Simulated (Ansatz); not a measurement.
ZrB₂: field gradients at two levels of theory

Cell: an entry of the Crystallography Open Database (COD), taken as it stands.

```cif
data_structure
_symmetry_space_group_name_H-M 'P 1'
_symmetry_Int_Tables_number 1
_cell_length_a 3.1700
_cell_length_b 3.1700
_cell_length_c 3.5330
_cell_angle_alpha 90.000
_cell_angle_beta 90.000
_cell_angle_gamma 120.000
_cell_volume 30.75
loop_
_atom_site_label
_atom_site_type_symbol
_atom_site_fract_x
_atom_site_fract_y
_atom_site_fract_z
_atom_site_occupancy
Zr1 Zr 0.00000 0.00000 0.00000 1
B2 B 0.33333 0.66667 0.50000 1
B3 B 0.66667 0.33333 0.50000 1
```

Atoms are numbered from 1 in the order listed; like atoms form one site, named after its first atom.

First run. All values are calculated (Ansatz; DFT, PBE, plane waves and PAW, scalar-relativistic, 420 eV cutoff, Γ-centred 16×16×12 k-points, Fermi–Dirac smearing 0.05 eV), not measured.

```csv
site,atom,V_zz (10²¹ V/m²),η
Zr,1,4.52,0.00
B,2,0.066,0.00
```

Second run. The same atoms and settings, except that spin–orbit coupling is included (fully relativistic PAW files) and the mesh is 17×17×13.

Q: Given the first result, estimate the second.

A: 

```csv
site,atom,V_zz,η,change of V_zz
Zr,1,4.56,0.00,+0.04
B,2,0.058,0.00,-0.01
```

The largest change of V_zz is on Zr, from 4.52 to 4.56. In per cent, |V_zz| changes by +1 on Zr (all sites that start above 2).
